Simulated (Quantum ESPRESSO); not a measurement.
```cif
data_Mg2P2Zn
_chemical_formula_sum 'Mg2 P2 Zn1'
_space_group_name_H-M_alt 'P3m1'
_space_group_IT_number 156
_space_group_name_Hall 'P 3 -2"'
_cell_length_a 4.01407
_cell_length_b 4.01407
_cell_length_c 6.54388
_cell_angle_alpha 90.000
_cell_angle_beta 90.000
_cell_angle_gamma 120.000
loop_
_atom_site_label
_atom_site_type_symbol
_atom_site_symmetry_multiplicity
_atom_site_Wyckoff_symbol
_atom_site_fract_x
_atom_site_fract_y
_atom_site_fract_z
_atom_site_occupancy
Mg1 Mg 1 c 0.66667 0.33333 0.63415 1
Mg2 Mg 1 b 0.33333 0.66667 0.99427 1
P1 P 1 a 0.00000 0.00000 0.76671 1
P2 P 1 c 0.66667 0.33333 0.24345 1
Zn1 Zn 1 a 0.00000 0.00000 0.36142 1
```

The geometry is that of Materials Project entry mp-1222129, symmetrised and not relaxed again.

### Question
What does norm-conserving LDA (Quantum ESPRESSO, 84 Ry, no spin-orbit coupling) give for the electronic structure near the Fermi level?

### Answer
The LDA gap is indirect, 0.91 eV, from Γ to 33 % of the way from L to M; the smallest direct gap is 1.20 eV. 

The structure is a Materials Project entry; no match was found in the copy of COD used, and its stability was not checked.
